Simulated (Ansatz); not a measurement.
## Relaxing a structure of AlPt

The start is a relaxed AlPt cell shaken by Gaussian noise of σ = 0.08 Å a coordinate. Cell shape, volume and atoms are optimised at zero target pressure with PBEsol (plane waves to 420 eV, PAW, scalar-relativistic; Ansatz, a quantum-chemistry and plane-wave program). The first steps use a coarse 6×7×7 k-mesh.

Starting cell:
```
CELL_PARAMETERS angstrom
      5.24450     0.00000     0.00000
      0.00000     4.85377     0.00000
      0.00000     0.00000     4.64150
ATOMIC_POSITIONS crystal
  Al 0.35324 0.55457 0.24057
  Al 0.30910 0.95080 0.74423
  Al 0.65909 0.06068 0.23112
  Al 0.67134 0.42979 0.73124
  Pt 0.82457 0.55659 0.26144
  Pt 0.81905 0.95405 0.72408
  Pt 0.20084 0.04712 0.27467
  Pt 0.18122 0.42462 0.76283
```

| Property | Value |
|---|---|
| Initial pressure | +5.5 GPa (positive: the cell is compressed) |
| Largest initial force | 2.74 eV/Å, on Al2 (atoms numbered as listed) |
| Relative to the parent | It returns to the parent structure, Pbcm (No. 57) |
| Optimiser moves | 8 |

It ends as:

Space group Pbcm (No. 57); a = 5.244 Å, b = 4.854 Å, c = 4.642 Å, α = 90.00°, β = 90.00°, γ = 90.00°

| atom | site | symmetry | x | y | z |
|---|---|---|---|---|---|
| Al | 4d | ..m | 0.3403 | 0.4378 | 0.2500 |
| Pt | 4d | ..m | 0.1716 | 0.9408 | 0.2500 |

Final values are on a 9×10×10 k-mesh of the relaxed cell. No spin polarisation in the result.

The relaxed structure here is a generated cell of AlPt: the first start was made by placing the elements on the sites of a structure type, and the end was not matched to a known phase here, so it may be hypothetical.
